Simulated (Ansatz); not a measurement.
# How far is PAW off for V?

```xyz
1
Lattice="-1.4827 1.4827 1.5130 1.4827 -1.4827 1.5130 1.4827 1.4827 -1.5130" Properties=species:S:1:pos:R:3 pbc="T T T"
V     0.0000    0.0000    0.0000
```

The geometry is COD entry 7101267, unchecked; take it as a test cell. The listed cell was then made from it by scaling, straining or moving an atom.

All numbers are computed: DFT, PBEsol, PAW with Ansatz's default frozen-core files, scalar-relativistic (Ansatz 0.2.0); DFT, PBEsol, all-electron LAPW, scalar-relativistic (Ansatz 0.2.0).

For PAW: a Γ-centred 19×19×19 k mesh, Fermi–Dirac smearing of 0.03 eV, cutoff 420 eV, spin-polarised from start moments V 1.5 μB (the moments died away, and the run ended non-magnetic); the PAW files were made with PBE, and the program remakes their frozen cores for this functional. LAPW targets a basis error of 1 meV/atom. The Ansatz runs share mesh, smearing and spin set-up. Plane-wave (PAW) pressures include the program's estimate of the Pulay term.

Stress and pressure are positive in compression.

The change that made this cell: equal xx and yy strain of -2 %.

PAW results:

| quantity | PAW |
| --- | --- |
| pressure (GPa) | -5.17 |
| stress xx (GPa) | -4.23 |
| stress zz (GPa) | -7.05 |

What does all-electron LAPW give for the same quantities?


| quantity | LAPW |
| --- | --- |
| pressure (GPa) | -5.22 |
| stress xx (GPa) | -4.27 |
| stress zz (GPa) | -7.10 |
